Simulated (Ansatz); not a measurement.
# Cl (Cmce) under strain

A 4-atom cell of Cl (Cmce) from a materials database, relaxed with r2SCAN+rVV10 in the plane-wave code Ansatz. Space group Cmce (No. 64), orthorhombic; a = 6.250 Å, b = 4.014 Å, c = 8.147 Å in the conventional setting, 25.55 Å³ an atom. Around Cl lie 1 Cl at 2.02 Å.

The axes x, y and z are those of this cell:
```
CELL_PARAMETERS angstrom
3.12524 -2.00725 0.00000
3.12524 2.00725 0.00000
0.00000 0.00000 8.14656
ATOMIC_POSITIONS crystal
Cl 0.87564 0.12436 0.60748
Cl 0.12436 0.87564 0.39252
Cl 0.62436 0.37564 0.10748
Cl 0.37564 0.62436 0.89252
```

Unstrained: PBE gives a direct gap of 2.202 eV at Γ. With r2SCAN the gap is 2.566 eV and direct, at Γ. The HSE06 gap is direct at Γ: 3.796 eV. Meshes: PBE 8×8×4, r2SCAN 8×8×4, HSE06 6×6×2. Strains are changes of length per length. After each strain the atoms were relaxed again with r2SCAN+rVV10 within the symmetry that the strain leaves, so tilts or polar shifts that break it weren't tested; points keep the names that they have in the unstrained zone. (Simulation; spin polarisation is off.)

Changes of the least gap in eV (an overlap counts as a negative gap):
```csv
strain,volume change (%),space group,PBE,r2SCAN,HSE06
uniaxial -4.84 % along y,-4.8,Cmce,-0.203,-0.213,-0.234
isotropic +0.97 % on every length,+2.9,Cmce,-0.002,-0.001,+0.002
```

Uniaxial -4.84 % along y, other directions held. HSE06: the gap goes from 3.796 to 3.562 eV (-0.234 eV); with r2SCAN the top three valence levels at Γ, grouped 1+1+1 from the top over 443 meV, become 1+1+1 over 573 meV. Stress change with PBE, compression positive: xx +0.55, yy +1.13, zz +0.99 GPa.

Isotropic +0.97 % on every length. HSE06: the gap goes from 3.796 to 3.798 eV (+0.002 eV); with r2SCAN the top three valence levels at Γ, grouped 1+1+1 from the top over 443 meV, become 1+1+1 over 410 meV. Stress change with PBE, compression positive: xx -0.34, yy -0.39, zz -0.45 GPa. For HSE06, dE_g/d ln V = 0.1 eV over this step.

The meshes of the hybrids are coarse, so their gaps aren't converged to the digits shown.

The splittings at Γ are without spin-orbit coupling, which regroups them where it is of like size or larger.
